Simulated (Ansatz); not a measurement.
GaMo3N (anti-perovskite, Pm-3m) under volume change, the program Ansatz at the PBEsol level (PAW), scaled uniformly.

```tsv
V (Å³/atom)	E − E(relaxed) (meV/atom)	P (GPa)
12.199	106.5	30.77
12.601	44.7	18.81
13.003	10.6	8.64
13.405	0.0	0.01
13.808	9.4	-7.32
14.210	35.8	-13.54
14.612	76.6	-18.81
```

What does a third-order Birch–Murnaghan fit give for V₀, B₀ and B′?

V₀ = 13.41 Å³/atom, B₀ = 264 GPa, B′ = 4.4.

The start of the workflow was typed in or built on a structure type; neither database checked (COD, Materials Project) lists it. Whether it is the stable phase at ambient conditions was not checked. Symmetry was held in the PBEsol relaxation; phonons show weakly imaginary modes. The workflow began spin-polarised and lost its moments.

Potentials: the later of the program's two PAW sets.
